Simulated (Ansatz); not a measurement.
Starting cell, CrO2 (rutile):

```xyz
6
Lattice="4.4039 0.0000 0.0000 0.0000 4.4039 0.0000 0.0000 0.0000 2.9118" Properties=species:S:1:pos:R:3 pbc="T T T"
Cr     0.0000     0.0000     0.0000
Cr     2.2020     2.2020     1.4559
O      1.3334     1.3334     0.0000
O      3.5354     0.8685     1.4559
O      0.8685     3.5354     1.4559
O      3.0705     3.0705     0.0000
```

Scan: atom 2 (Cr, nearest neighbour O at 1.886 Å; its periodic images, 2.9 Å or more away, move with it) is displaced along Cartesian z, direction (0.000, 0.000, 1.000) in Cartesian axes, by s. The other atoms stay.

Calculation: r2SCAN (plane waves to 500 eV, PAW, scalar-relativistic; Ansatz, a first-principles code). k mesh 9×9×13 (Γ-centred), Fermi-Dirac smearing 0.05 eV. E stands for the smeared free energy. With partly filled bands, energies and forces of such displacements shift with the k mesh and the smearing. CrO2 is run spin-polarised and with no Hubbard U. CrO2 was relaxed with its symmetry unable to fall. Relaxed CrO2 ends ferromagnetic. Other magnetic orders were not checked, so this need not be the ground state. ΔE is measured from the undisplaced structure. The last digit holds for this mesh only.

```tsv
s (Å)	ΔE (meV/cell)
-0.380	1069.7
-0.304	withheld
-0.228	381.9
-0.152	167.8
-0.076	41.3
0.000	0.0
0.076	41.3
0.152	167.8
0.228	381.9
0.304	withheld
0.380	1069.7
```

**Question.** Fit an even polynomial form (powers 2, 4, 6) to the given rows and predict ΔE at s = 0.304.

**Answer.** Least squares on the 9 given rows: ΔE = (7164)·s² + (4557)·s⁴ + (-19850)·s⁶, in meV/cell with s in Å; root-mean-square residual 0.12 meV/cell. At 0.304 the fit gives 685.3 meV/cell; the calculation gives 678.4 meV/cell, so the interpolation is off by 6.9 (+1.0 %). The quadratic term alone would give 662.1 meV/cell.

(For displaced atoms, the force is minus the slope of the energy, and its curvature is a force constant, which sets phonon frequencies.)
